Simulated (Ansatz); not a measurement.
Rb3YF6 in space group Fm-3m (No. 225; Rb on 8c, Rb on 4b, Y on 4a, F on 24e), plane-wave PAW r²SCAN (Ansatz code). The conduction-band minimum lies at Γ, with 1 equivalent valley. Second derivatives d²E/dk² of the lowest band at one valley (eV·Å²), along Cartesian directions:

```csv
direction,d²E/dk²
[100],14.16
[010],14.16
[001],14.16
[110],14.16
[101],14.16
[011],14.16
```

Q: Find the principal effective masses, the density-of-states mass and the conductivity mass.

A: Off-diagonal terms follow from H_xy = H[110] − (H_xx + H_yy)/2, and m*/mₑ = 7.620 eV·Å² over each eigenvalue: 0.54, 0.54, 0.54. One valley's DOS mass (m₁m₂m₃)^(1/3) = 0.54, conductivity mass 3/(Σ 1/mᵢ) = 0.54 mₑ.

Q: What effective density of states Nc follows at 300 K for parabolic valleys?

A: Nc = 2.509e19 × 1 × (0.54)^(3/2) ≈ 1.0e19 cm⁻³.

The workflow started from a Materials Project entry (that database holds measured and hypothetical structures alike); the Crystallography Open Database copy checked does not list it. COD files the formula under space group No. 139, so this cell is another polymorph or a model. Whether it is the stable phase at ambient conditions was not checked. The r²SCAN relaxation kept the symmetry of its start; its stability against distortions is not shown here. No spin polarisation was allowed. Scalar-relativistic: spin–orbit coupling is off unless named, which matters more the heavier the elements.

Potentials: the later of the program's two PAW sets.

Edges and masses are those of Kohn–Sham bands, whose gap is no quasiparticle gap.
